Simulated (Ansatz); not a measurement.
Simulated powder pattern, Fe Kα, λ = 1.93735 Å (kinematic, ideal powder, no thermal factors, no anomalous dispersion; the 30 strongest lines at most, above 1 %, up to 2θ = 90°):

```
2θ (°)  I/Imax (%)
------  ----------
42.83           50
56.26           60
57.57          100
73.25          9.0
82.91           35
88.76          1.6
89.82           83
89.86           68
```

The pattern belongs to a structure relaxed with PBEsol (plane waves, PAW; program Ansatz).

Pick the material that matches.
A) YB2, MoSi2 or CaC2 type
B) B, Cmce (B on 8f)
C) BRh, CsCl type
D) LaB6, Pm-3m (La on 1a, B on 6f)

B, B, Cmce (B on 8f)

Give the lattice parameters.

a = 2.926 Å, b = 5.306 Å, c = 3.248 Å.

The start of the workflow was typed in or built on a structure type; neither database checked (COD, Materials Project) lists it. It is not the phase usual at ambient conditions (space group No. 166). The PBEsol relaxation kept the symmetry of its start; of distortions, only those at the zone centre were tested.

Potentials: the earlier of the program's two PAW sets.
